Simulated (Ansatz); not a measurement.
Question: Each is relaxed and computed with DFT-r²SCAN in the program Ansatz with PAW potentials. Which is the only one with a gap?
(A) SiGe, CsCl type
(B) TiSi2, Fddd (Ti on 8b, Si on 16f)
(C) Nb2SiB2, P-6m2 (Nb on 2h, Si on 1a, B on 1b, B on 1f)
(D) SiN2, Pa-3 (Si on 4a, N on 8c)

Answer: D, SiN2, Pa-3 (Si on 4a, N on 8c). SiN2: gap 5.75 eV (indirect); SiGe: metal; TiSi2: metal; Nb2SiB2: metal. Constructed cells (a structure type filled with these elements, in neither database checked): SiGe, CsCl type. Typed or built starts, not in the databases checked: SiN2, Pa-3 (Si on 4a, N on 8c); Nb2SiB2, P-6m2 (Nb on 2h, Si on 1a, B on 1b, B on 1f). Unstable at this level: SiGe, CsCl type. All cells were relaxed under the symmetry of their starts (and spin orders); stability against distortions was not tested throughout. Named crystals with no word on spin ran without spin polarisation. Spin–orbit coupling is left out wherever it is not named.

Potentials: the earlier of the program's two PAW sets. The files were generated under PBE; for other functionals the program regenerates the frozen cores, and for LDA and PBEsol the local potential too.
